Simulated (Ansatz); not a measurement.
Total density of states per atom from plane-wave PAW r²SCAN (Ansatz code), in 0.25 eV bins, energy from the Fermi level:

```
E (eV) | states/eV/atom
    -7.85 | ## 0.08
    -7.60 | # 0.05
    -7.35 | # 0.03
    -7.10 | ###### 0.26
    -6.85 | ################## 0.74
    -6.60 | ################### 0.77
    -6.35 | ######################## 1.00
    -6.10 | ############################## 1.24
    -5.85 | ################# 0.71
    -5.60 | ### 0.11
    -5.35 |  0.00
    -5.10 |  0.00
    -4.85 | # 0.02
    -4.60 | # 0.05
    -4.35 | ## 0.08
    -4.10 | ### 0.12
    -3.85 | #### 0.18
    -3.60 | ########## 0.42
    -3.35 | ############# 0.55
    -3.10 | ######## 0.32
    -2.85 | ######## 0.34
    -2.60 | ####### 0.30
    -2.35 | ####### 0.28
    -2.10 | ###### 0.25
    -1.85 | ###### 0.24
    -1.60 | ###### 0.25
    -1.35 | ###### 0.23
    -1.10 | ####### 0.28
    -0.85 | ######### 0.35
    -0.60 | ######### 0.36
    -0.35 | ### 0.12
    -0.10 | ## 0.08
     0.15 | # 0.06
     0.40 | ## 0.08
     0.65 | ## 0.10
     0.90 | #### 0.16
     1.15 | ##### 0.20
     1.40 | #### 0.17
     1.65 | #### 0.17
     1.90 | ######## 0.31
     2.15 | ########## 0.41
     2.40 | ########## 0.41
     2.65 | ########### 0.46
     2.90 | ################# 0.71
     3.15 | ########### 0.46
     3.40 | ######### 0.36
     3.65 | ############ 0.48
     3.90 | ######### 0.36
     4.15 | ########## 0.43
     4.40 | ######### 0.38
     4.65 | ####### 0.28
```

Q: Pick the material that matches.
A) Mg3SnO, anti-perovskite
B) Sn, I4/mmm (Sn on 8h)
C) CaO, rock salt
D) TiO2, P2_1/c (Ti on 4e, O on 4e, O on 4e)

A: A, Mg3SnO, anti-perovskite. Within 0.5 eV of the Fermi level: Sn 5p 56 %, Mg 3s 31 %, outside the projected shells 8 %. Projections are on Löwdin-orthogonalised atomic valence shells; empty p or d shells of many metals are not among them.

Space group Pm-3m (anti-perovskite). The start of the workflow was typed in or built on a structure type; neither database checked (COD, Materials Project) lists it. Its standing as an ambient phase is unchecked. Symmetry was held in the r²SCAN relaxation; whether a distortion lowers the energy is not shown. Spin–orbit coupling is left out wherever it is not named.

Potentials: the earlier of the program's two PAW sets.
